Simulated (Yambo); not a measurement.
Excitons in Sr$_{2}$OsH$_{6}$

```xyz
9
Lattice="0.0000 3.8123 3.8123 3.8123 0.0000 3.8123 3.8123 3.8123 0.0000" Properties=species:S:1:pos:R:3 pbc="T T T"
H      3.8123     3.8123     5.9003
H      3.8123     3.8123     1.7243
H      5.9003     3.8123     3.8123
H      1.7243     3.8123     3.8123
H      3.8123     5.9003     3.8123
H      3.8123     1.7243     3.8123
Sr     5.7184     5.7184     5.7184
Sr     1.9061     1.9061     1.9061
Os     0.0000     0.0000     0.0000
```

The geometry is that of Materials Project entry mp-1078677, symmetrised and not relaxed again.

BSE in Yambo on norm-conserving PBEsol (Quantum ESPRESSO, 74 Ry, without SOC) bands: 6×6×6 mesh, 6 valence and 6 conduction bands, static screening with 61 bands and a 3 Ry block, scissor 1.28 eV, Tamm-Dancoff; field along x.

| state | energy (eV) | states within 2 meV | relative strength | class | main transitions |
|---|---|---|---|---|---|
| 1 | 2.93 | 3 | < 0.01 | dark | several band pairs |
| 2 | 3.21 | 3 | < 0.01 | dark | several band pairs |
| 3 | 3.41 | 3 | < 0.01 | dark | several band pairs |
| 4 | 3.43 | 3 | < 0.01 | dark | several band pairs |
| 5 | 3.44 | 2 | < 0.01 | dark | VB → CB (89 %) |
| 6 | 3.48 | 1 | < 0.01 | dark | VB → CB (64 %) |
| 7 | 3.51 | 3 | < 0.01 | dark | several band pairs |
| 8 | 3.54 | 3 | 1.00 | weak | VB−1 → CB (90 %) |

These are vertical excitations (zero momentum). The direct quasiparticle gap on this mesh is 3.66 eV; counted from there, state 1 is bound by 0.73 eV. On a 4×4×4 mesh the same difference is 0.75 eV.

Spin singlets only. Strengths are relative to the strongest of the lowest states of this run; strong means a line over 3 % of the spectrum's maximum, dark under 0.03 %. Absolute energies carry the error of the G0W0 scissor, whose convergence isn't established.

Without spin-orbit coupling, band edges of such heavy elements can be off by tenths of an eV.

The structure is a Materials Project entry; no match was found in the copy of COD used, and its stability was not checked.
